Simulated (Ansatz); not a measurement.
Relaxed CsSnI₃ (cubic perovskite):

```
CsSnI3
1.0
    6.13046     0.00000     0.00000
    0.00000     6.13046     0.00000
    0.00000     0.00000     6.13046
Cs Sn I
1 1 3
Direct
  0.00000   0.00000   0.00000
  0.50000   0.50000   0.50000
  0.00000   0.50000   0.50000
  0.50000   0.50000   0.00000
  0.50000   0.00000   0.50000
```

Scan: atom 5 (I, nearest neighbour Sn at 3.065 Å; its periodic images, 6.1 Å or more away, move with it) is displaced along Cartesian x, direction (1.000, 0.000, 0.000) in Cartesian axes, by s. The other atoms stay.

Method: PBEsol (plane waves to 420 eV, PAW, scalar-relativistic; Ansatz, an electronic-structure program). k mesh 6×6×6 (Γ-centred), Fermi-Dirac smearing 0.05 eV. E stands for the smeared free energy. CsSnI3 was relaxed with its symmetry unable to fall. Spin-orbit coupling is left out, though I is heavy. The PAW data are Ansatz's earlier set. This is a high-temperature form of CsSnI3. The zero of ΔE is the undisplaced structure.

The scan covers s from -0.920 to 0.920 Å in 11 points.

### Question
Is the energy the same for equal positive and negative displacements?

### Answer
Even: the same for both signs. With its periodic images moving along, the atom's site symmetry in this cell is 4/mmm.

### Question
What is the energy change at s = 0.920 Å?

### Answer
198.7 meV/cell.

### Question
What force acts on the atom along the line at s = -0.920 Å?

### Answer
0.597 eV/Å.

### Question
What is the force constant k = d²E/ds² of this move at s = 0?

### Answer
0.22 eV/Å².

(For displaced atoms, the force is minus the slope of the energy, and its curvature is a force constant, which sets phonon frequencies.)
